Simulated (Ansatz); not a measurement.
## Kick test of a cell of BeZn3Te4

The structure comes from a generated guess, relaxed at this level; another structure or a mixture of phases may lie lower.

Computed with DFT PBE, scalar-relativistic, plane waves, PAW (Ansatz 0.2.0). Plane waves to 420 eV, a k mesh through Γ of 6×6×6 on the computed 8-atom cell and Gaussian smearing (0.02 eV); no spin polarisation.

The cell below (8 atoms, space group P-43m (No. 215)) is relaxed within its symmetry.

```xyz
8
Lattice="6.0501 0.0000 0.0000 0.0000 6.0501 0.0000 0.0000 0.0000 6.0501" Properties=species:S:1:pos:R:3 pbc="T T T"
Be    0.0000    0.0000    0.0000
Zn    0.0000    3.0250    3.0250
Zn    3.0250    0.0000    3.0250
Zn    3.0250    3.0250    0.0000
Te    1.4390    1.4390    1.4390
Te    4.6111    4.6111    1.4390
Te    4.6111    1.4390    4.6111
Te    1.4390    4.6111    4.6111
```

For the test it was strained at random (σ = 1.5 % a component), the atoms were moved at random (σ = 0.10 Å), and all was relaxed again on a coarse 2×2×2 mesh (in the run’s order of axes) with 0.10 eV smearing, with no symmetry imposed.

Spin–orbit coupling, which can matter for Te, is left out.

Problem. Is the structure stable against such a distortion?

Solution. It returns, within 1 meV/atom of the unmoved cell on that mesh and with the same symmetry when read at 0.1 Å. So it is stable against the distortions that fit this cell and that this random move excites. Modes that don't fit the cell aren't tested.
